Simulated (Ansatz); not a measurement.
The relaxed structure here is a generated cell of Bi2Te3: the first start was made by placing the elements on the sites of a structure type, and the end was not matched to a known phase here, so it may be hypothetical. Known forms of Bi2Te3 include space group No. 166.

A relaxed structure of Bi$_{2}$Te$_{3}$. Level of theory: PBE (plane waves to 420 eV, PAW, scalar-relativistic; Ansatz, an electronic-structure program).

```
CELL_PARAMETERS angstrom
      4.51029     0.00000     0.00000
      0.00000     9.03207     0.00000
     -0.31829     0.00000     8.75569
ATOMIC_POSITIONS crystal
  Te 0.14313 0.24149 0.47102
  Te 0.14313 0.75851 0.97102
  Te 0.47538 0.40618 0.84846
  Te 0.53805 0.88542 0.63455
  Te 0.47538 0.59382 0.34846
  Te 0.53805 0.11458 0.13455
  Bi 0.93313 0.58091 0.70030
  Bi 0.92252 0.04942 0.86961
  Bi 0.93313 0.41909 0.20030
  Bi 0.92252 0.95058 0.36961
```

Task: Find the space group and the Wyckoff positions (tolerance 0.01 Å).

Result: Space group Pc (No. 7); a = 4.5103 Å, b = 9.0321 Å, c = 8.7615 Å, α = 90.00°, β = 92.08°, γ = 90.00°

```
atom  site  symmetry       x       y       z
----  ----  --------  ------  ------  ------
Te      2a         1  0.1431  0.2415  0.4710
Te      2a         1  0.4754  0.5938  0.3485
Te      2a         1  0.5381  0.1146  0.1345
Bi      2a         1  0.9331  0.4191  0.2003
Bi      2a         1  0.9225  0.0494  0.8696
```

Task: Give the shortest distances between elements (the closest pairs, up to four, under 3.6 Å).

Result: Bi–Te 2.94 Å.

```yaml
volume_per_atom: 35.67 Å³
band_gap: 0.04 eV, indirect (valence top at D, conduction bottom at Γ) (no spin-orbit coupling)
smallest_direct_gap: 0.37 eV at Γ
```

No spin polarisation in the result. Without spin-orbit coupling the bands of the heavy element are not split, so the gap can be far off.

It was reached from a disturbed copy of a P4/mbm (No. 127) cell, against which it lies -0.06 eV/atom.
